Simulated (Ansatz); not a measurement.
# Y (Fm-3m), clamped-ion strain scan

The calculation used Ansatz 0.2.0, DFT PBEsol, scalar-relativistic, plane waves, PAW. The runs took a 420 eV cutoff, a Γ-centred 16×16×16 mesh and Gaussian smearing (0.15 eV). No spin polarisation. Energies are free energies at this smearing, counted from the undisturbed cell; pressure is positive in compression.

Reference structure (as given, not relaxed at this level; it stands at 0.2 GPa; this fcc form isn't the usual structure):

```
CELL_PARAMETERS angstrom
0.00000 2.48500 2.48500
2.48500 0.00000 2.48500
2.48500 2.48500 0.00000
ATOMIC_POSITIONS crystal
Y 0.00000 0.00000 0.00000
```

The cell is strained by ε times the Voigt pattern (1, -1, 0, 0, 0, 0) (xx, yy, zz, yz, xz, xy; engineering shear) with fractional coordinates fixed. The cell is metallic on the mesh throughout.

```tsv
ε	ΔE (meV/atom)	stress summed along the pattern (GPa, tension positive)
-0.1000	55.4	-5.44
-0.0500	14.4	-2.95
0.0000	0.0	0.00
0.0125	0.9	0.75
0.0250	3.6	1.50
0.0375	8.1	2.24
0.0625	22.3	3.62
0.0750	31.9	4.27
0.0875	42.9	4.88
```

By symmetry 0.1000 repeats -0.1000, -0.0750 repeats 0.0750, 0.0500 repeats -0.0500, -0.0250 repeats 0.0250 in energy, with the opposite slope along the path.